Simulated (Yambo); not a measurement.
**How GW settings move the gap: MgB₂C₂**

G0W0@PBEsol for MgB$_{2}$C$_{2}$ (space group Pnnm, No. 58) in Yambo. Reference settings: 4×2×4 Γ-centred k mesh, bands 9 to 139 and a 7 Ry block in the screening, 139 bands in G with the Bruneval-Gonze terminator, plasmon pole fitted at 27.2 eV. The PBEsol gap Γ → (0, 0, 0.25) on this mesh is 1.23 eV; G0W0 gaps are taken between the same points.

```json
[
 {"change from the reference": "reference settings", "G0W0 gap Γ → (0, 0, 0.25) (eV)": "1.88", "shift of the valence edge (eV)": "-0.25", "rough Yambo cost": "1"},
 {"change from the reference": "58 bands in W, 58 bands in G", "G0W0 gap Γ → (0, 0, 0.25) (eV)": "1.97", "shift of the valence edge (eV)": "0.05", "rough Yambo cost": "about 1/3"},
 {"change from the reference": "93 bands in W, 93 bands in G", "G0W0 gap Γ → (0, 0, 0.25) (eV)": "1.90", "shift of the valence edge (eV)": "-0.14", "rough Yambo cost": "within a factor of two"},
 {"change from the reference": "58 bands in G", "G0W0 gap Γ → (0, 0, 0.25) (eV)": "1.91", "shift of the valence edge (eV)": "-0.17", "rough Yambo cost": "–"},
 {"change from the reference": "pole fitted at 40 eV", "G0W0 gap Γ → (0, 0, 0.25) (eV)": "1.88", "shift of the valence edge (eV)": "-0.29", "rough Yambo cost": "–"},
 {"change from the reference": "no random integration", "G0W0 gap Γ → (0, 0, 0.25) (eV)": "1.86", "shift of the valence edge (eV)": "-0.18", "rough Yambo cost": "–"}
]
```

The reference isn't shown to be the converged limit. Costs are rough (shared machines), scaled to the same edge states, and given only for runs that recompute the screening.

Geometry of the Materials Project entry, not relaxed at this level; primitive cell a = 4.615 Å, b = 7.179 Å, c = 2.765 Å, α = β = γ = 90.00°.

The structure is a Materials Project entry; no match was found in the copy of COD used, and its stability was not checked.

A shift is the quasiparticle energy of the state minus its PBEsol energy.
